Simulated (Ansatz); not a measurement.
## MgCr₂Ag₂O₈ — Cr-53 nuclear quadrupole resonance

Cell: a Materials Project structure (computed, not necessarily an observed phase), taken as it stands.

Space group Amm2 (No. 38); a = 6.5202, b = 6.3686, c = 9.1059 Å.

```csv
site,Wyckoff,site symmetry,x,y,z
Mg,2a,mm2,0.0000,0.0000,0.6584
Cr2,2a,mm2,0.0000,0.0000,0.3602
Cr3,2b,mm2,0.5000,0.0000,0.6417
Ag,4c,.m.,0.7382,0.0000,0.0036
O6,4d,m..,0.0000,0.7920,0.4813
O7,4e,m..,0.5000,0.7906,0.5358
O8,4c,.m.,0.2780,0.0000,0.7446
O9,4c,.m.,0.7969,0.0000,0.2546
```

One atom of each set is listed; the run and its k-mesh use a cell of 13 atoms with edges of 6.52, 5.56, 5.56 Å.

The numbers come from a DFT calculation in Ansatz (PBE, plane waves and PAW (field gradients read without the response of the frozen cores, which leaves them typically 4 to 6 % off), scalar-relativistic, 420 eV cutoff, Γ-centred 4×5×5 k-points, Fermi–Dirac smearing 0.02 eV).

Cr-53: I = 3/2, Q = -150.0 mb (year-2017 value). Static lattice, zero field.

(1) At which frequencies do the Cr-53 NQR lines lie?

Answers

(1) For I = 3/2 there is one line, ν = (|C_Q|/2)(1 + η²/3)^½.

```json
{"site": "Cr2", "atoms": "1", "V_zz (10²¹ V/m²)": "4.23", "C_Q (MHz)": "-15.3", "η": "0.13", "line frequencies (MHz)": "7.69"}
{"site": "Cr3", "atoms": "1", "V_zz (10²¹ V/m²)": "2.37", "C_Q (MHz)": "-8.61", "η": "0.37", "line frequencies (MHz)": "4.40"}
```

The largest force is 0.6 eV/Å, so the atoms aren't at the calculated equilibrium and relaxing them would move these values.

The run took 36 s of wall time (36 s of CPU time) and 0.63 GiB at its peak, on 1 thread of Intel Xeon 6975P-C (Granite Rapids) (x86_64; 16 cores open to the job, memory cap 3.0 GiB, no GPU), a shared host with a load of 0.7 a core.
